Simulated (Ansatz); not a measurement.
# Notes on SrLi2SnSe4

```
Sn Sr Li Se
1.0
    -3.42992    3.42992    4.07840
     3.42992   -3.42992    4.07840
     3.42992    3.42992   -4.07840
Sn Sr Li Se
1 1 2 4
Direct
  0.00000 0.00000 0.00000
  0.50000 0.50000 0.00000
  0.25000 0.75000 0.50000
  0.75000 0.25000 0.50000
  0.03526 0.03526 0.41320
  0.96474 0.37794 0.00000
  0.62206 0.62206 0.58680
  0.37794 0.96474 0.00000
```

Single point in Ansatz 0.2.0 with r2SCAN, no spin polarisation. Cutoff 500 eV, PAW datasets, 5×5×5 Γ-centred k mesh, fermi-dirac filling (width 0.0134 eV).

**Question.** Where is the largest force?

**Answer.** The largest is on Se5 (and as large on other atoms): 0.88 eV/Å, components (0.52, 0.52, -0.49). It makes 179° with the line to a nearest neighbour, Sn1 at 2.44 Å, pointing away from it.

**Question.** What do density and ELF say about some of the short contacts?

**Answer.** Sn–Se at 2.44 Å: least valence density 0.58 e/Å³ and ELF 0.52 there. Li–Se at 2.54 Å: least valence density 0.12 e/Å³ and ELF 0.04 there, a closed-shell (ionic or weak) contact. Sr–Se at 3.17 Å: least valence density 0.13 e/Å³ and ELF 0.11 there, a closed-shell (ionic or weak) contact. These are pseudo-fields; inside the PAW spheres they differ from the all-electron ones.

**Question.** Is there a gap, and of what kind?

**Answer.** The gap is 2.42 eV, direct at the points sampled.

**Question.** Is it stable against the elements?

**Answer.** -1.30 eV an atom against the elements' usual phases (free molecules for gases, crystals otherwise, with no correction for O₂ or N₂), so it is bound against them; other compounds may still compete. Relaxing would lower it.

Origin: a known structure type with other elements, at an estimated volume, so it need not be a known compound. Caveats: no spin-orbit coupling, which can shift this gap by tenths of an eV; the mesh misses a band edge that the path finds.
